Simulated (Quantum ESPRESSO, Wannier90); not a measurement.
## SrO (rock salt): Wannier90 run

```
SrO
1.0
    0.00000     2.58379     2.58379
    2.58379     0.00000     2.58379
    2.58379     2.58379     0.00000
Sr O
1 1
Direct
  0.50000   0.50000   0.50000
  0.00000   0.00000   0.00000
```

Cell from Materials Project (mp-2472), symmetrised, no further relaxation. COD (Crystallography Open Database) has an entry of this formula and space group (matched by these alone). Level: PBEsol, no spin polarisation, no spin-orbit coupling; pw.x of Quantum ESPRESSO at 68 Ry with PseudoDojo potentials, 10×10×10 k-points, Wannier90. Density: 10×10×10 mesh, cold smearing 0.01 Ry.

Base run: 9 functions from bands 6-22 of the 22 computed, start hydrogen-like Sr: s;d; O: p, frozen window up to 4.73 eV relative to the valence-band maximum, outer window open. One thing is changed at a time; window edges are relative to the valence-band maximum. The misfit compares interpolated bands with pw.x on a high-symmetry path, for states up to 4.2 eV relative to the valence-band maximum. Converged means that the tolerances were met: symmetric starts can stop on a saddle, which shows as a larger Ω_OD at equal Ω_I and can move the misfit too.

```tsv
setting	functions	frozen to (eV)	Ω_I (Å²)	Ω_D (Å²)	Ω_OD (Å²)	rms misfit (meV)	worst (meV)	ended
base	9	4.73	14.11	0.00	0.15	13	103	converged
frozen window to 3.73 eV	9	3.73	13.46	0.00	0.10	126	1173	converged
frozen window to 4.23 eV	9	4.23	13.68	0.00	0.11	34	323	converged
frozen window to 2.73 eV	9	2.73	13.23	0.00	0.09	683	2951	converged
no frozen window	9	none	12.09	0.00	0.10	1343	3266	converged
outer window to 17.87 eV	9	4.73	16.40	0.00	0.28	6.4	40	converged
outer window to 11.87 eV	9	4.73	–	–	–	–	–	stops: too few bands in the window
```
